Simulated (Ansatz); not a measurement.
All-electron LAPW in Ansatz 0.2.0 under PBE, scalar-relativistic, energies extrapolated to zero smearing. Slabs are 1×1 cells cut from bulk crystals relaxed on PAW files, with atoms then relaxed, 16 to 20 Å of vacuum, a dipole correction, k spacings of 0.16 to 0.26 Å⁻¹ and smearing of 0.02 to 0.1 eV, without spin–orbit coupling; Cr, Mn, Fe, Co, Ni, Eu and Gd start ferromagnetic, the others run without spin. The bulk type named needn't be the stable one, and no reconstruction is allowed.

Problem. Order these slabs by work function, lowest first.
A. bcc Mo (110), 6 layers
B. bcc Ta (100), 6 layers
C. bcc Fe (111), 6 layers

Solution. B (3.77 eV), C (3.96 eV), A (4.54 eV).
